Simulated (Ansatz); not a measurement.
YHg2 (space group P6/mmm)

```cif
data_Hg2Y
_chemical_formula_sum 'Y1 Hg2'
_space_group_name_H-M_alt 'P6/mmm'
_space_group_IT_number 191
_space_group_name_Hall '-P 6 2'
_cell_length_a 4.83104
_cell_length_b 4.83104
_cell_length_c 3.41948
_cell_angle_alpha 90.000
_cell_angle_beta 90.000
_cell_angle_gamma 120.000
loop_
_atom_site_label
_atom_site_type_symbol
_atom_site_symmetry_multiplicity
_atom_site_Wyckoff_symbol
_atom_site_fract_x
_atom_site_fract_y
_atom_site_fract_z
_atom_site_occupancy
Y1 Y 1 a 0.00000 0.00000 0.00000 1
Hg1 Hg 2 d 0.33333 0.66667 0.50000 1
```

The volume is varied about the relaxed value V₀ at fixed cell shape. Symmetry pins the atoms to their sites.

All values below come from PBEsol (plane waves to 420 eV, PAW, scalar-relativistic; Ansatz, a program for electronic structure). k mesh 11×11×14 (Γ-centred), Fermi-Dirac smearing 0.05 eV. Energies are smeared free energies. Stress and pressure are positive under compression. Spin-orbit coupling is left out, though Hg is heavy. YHg2 is run without spin polarisation. YHg2 was relaxed with its symmetry unable to fall. The zero of ΔE is the relaxed starting cell.

Question: What ΔE (kJ/mol of atoms) and P (GPa) does the calculation give at V/V₀ = 0.900, 0.925, 0.950, 0.975, 1.025, 1.050, 1.075, 1.100?

Answer: 
```
V/V₀   ΔE (kJ/mol of atoms)  P (GPa)
-----  --------------------  -------
0.900                   7.0     11.2
0.925                   3.7      7.7
0.950                   1.6      4.7
0.975                   0.4      2.2
1.025                   0.3     -1.9
1.050                   1.3     -3.5
1.075                   2.7     -4.8
1.100                   4.6     -6.0
```

(Under strain, the slope of the energy per volume gives the stress and its curvature an elastic modulus.)
